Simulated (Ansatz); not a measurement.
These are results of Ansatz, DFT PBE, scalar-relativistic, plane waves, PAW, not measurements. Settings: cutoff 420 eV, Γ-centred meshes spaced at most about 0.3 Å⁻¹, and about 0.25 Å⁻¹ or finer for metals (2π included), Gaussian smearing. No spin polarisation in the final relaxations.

Temperature and zero-point effects are left out.

Compare these two cells of SnPt2Se3, each relaxed at this level.

A.

```xyz
6
Lattice="4.5147 0.0000 0.0000 -2.2574 3.9099 0.0000 0.0000 0.0000 8.0453" Properties=species:S:1:pos:R:3 pbc="T T T"
Sn    0.0000    0.0000    0.7552
Pt    0.0000    2.6066    2.5494
Pt    2.2574    1.3033    2.5494
Se    0.0000    2.6066    6.6573
Se    2.2574    1.3033    6.6573
Se    0.0000    0.0000    3.6244
```

B.

```xyz
6
Lattice="1.8096 1.0448 10.8165 -1.8096 1.0448 10.8165 0.0000 -2.0896 10.8165" Properties=species:S:1:pos:R:3 pbc="T T T"
Sn    0.0000    0.0000   16.2248
Pt    0.0000    0.0000   25.1208
Pt    0.0000    0.0000    7.3288
Se    0.0000    0.0000    0.0000
Se    0.0000    0.0000   12.7889
Se    0.0000    0.0000   19.6606
```

Problem. Which form is favoured at zero pressure, and by what margin per atom?

Solution. B is lower, by 253 meV/atom. A has space group P6mm (No. 183), 23.7 Å³/atom and no gap on its mesh; B has space group R-3m (No. 166), 20.5 Å³/atom and no gap. Counting Se atoms around Pt and Sn (those within 1.25 times the shortest such distance or 1.15 times the sum of covalent radii, 1.27 where that leaves under three; a plus sign parts nearer from farther groups; the shortest distance is added where it exceeds 1.18 times the sum of covalent radii), A has Sn 1+6, Pt 3 and B has Sn 2 from 3.4 Å, Pt 3. A holds Se–Se nets (shortest 2.61 Å); in B the shortest Se–Se distance is 2.87 Å, near bonding range too. In A, Sn has 1 Se at 2.87 Å, 6 Pt at 3.16 Å and 6 Se at 3.37 Å; Pt is surrounded by 3 Pt at 2.61 Å, 3 Se at 2.82 Å and 3 Sn at 3.16 Å; Se on a site of symmetry 3m is surrounded by 3 Se at 2.61 Å and 3 Sn at 3.37 Å; 1 more site not described. In B, Sn is surrounded by 6 Pt at 2.84 Å, 2 Se at 3.44 Å and 6 Sn at 3.62 Å; Pt is surrounded by 3 Se at 2.58 Å and 3 Sn at 2.84 Å; Se on a site of symmetry -3m is surrounded by 6 Se at 2.87 Å; 1 more site not described. Both come from invented guesses.

Weakly bound directions are ill-defined at this level, which has no dispersion term (P6mm), and this can change margins and order among such cells. Spin–orbit coupling, which can matter for Pt, is left out. Cells relaxed within their symmetry can be saddle points.
